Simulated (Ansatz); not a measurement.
Te$_{2}$Mo:
```yaml
crystal:
  lattice:
    - [3.49662, 0.00000, 0.00000]
    - [-1.74831, 3.02816, 0.00000]
    - [0.00000, 0.00000, 13.70009]
  atoms:
    - { symbol: Te, position: [0.33333, 0.66667, 0.11735] }
    - { symbol: Te, position: [0.66667, 0.33333, 0.88265] }
    - { symbol: Te, position: [0.66667, 0.33333, 0.61735] }
    - { symbol: Te, position: [0.33333, 0.66667, 0.38265] }
    - { symbol: Mo, position: [0.33333, 0.66667, 0.75000] }
    - { symbol: Mo, position: [0.66667, 0.33333, 0.25000] }
```

Relaxed with PBE+D3(BJ).

Map the electron localisation function on the plane through (0.333, 0.667, 0.117) spanned by u = [0, 0, 1] and v = [1, -1, 0] in lattice vectors, from PBE+D3(BJ) (plane waves, PAW; program Ansatz).

x is the fraction of u, y of v (the angle between them is 90°; rows are the nearest grid lines); atoms in the plane: Te at (0.00, 0.00), Te at (0.77, 0.33), Te at (0.50, 0.33), Te at (0.27, 0.00), Mo at (0.63, 0.00), Mo at (0.13, 0.33).
```
|3035523552011798100132794695232100398503|
|0045523652002798100132796894232100398500|
|3457534665336895101232389962333110289753|
|5567544676567893101232247632333210169865|
|6677544676667972001232123322332210148876|
|5544444444555420001122222222222110013455|
|2223344322222110001112233322211100001122|
|1112344221111000000111234421111100000011|
|1112344211110000000011234421111000000001|
|1122333222111000011222334432222211000111|
|2222222222221100134554444444455542000112|
|2322222123321100267766544456666774100122|
|3322476323332101698656754467656789310123|
|3323899623331102897545753466533689510123|
|3325999833321002996215653365410479710123|
|2327946952321003985003552355201179810012|
|3327967942321003985004552365200279810113|
|4435999833442102996215652366410379610134|
|6744899635765311797546742367533689411456|
|6785333378767851278778533337876785127876|
|5677322587667882147787456645887762159865|
|3467423675336894114574489963576531179753|
|0045523652002798101132796794232100398500|
|3035523552011798100132794695232100398503|
```
Scale: ten equal steps from -0.017 (start of '0') to 0.756 (end of '9'), in the order '0123456789'; x runs from 0.000 to 1.00, y from 0.000 (bottom) to 1.00 (top).

The density is the valence pseudo-density with augmentation charge, so density and ELF within about 1 Å of a nucleus are not all-electron values.

Space group P6_3/mmc. Symmetry was held in the PBE+D3(BJ) relaxation; of distortions, only those at the zone centre were tested. The run is not spin-polarised. Scalar-relativistic: spin–orbit coupling is off unless named, which matters more the heavier the elements.

Potentials: the later of the program's two PAW sets.
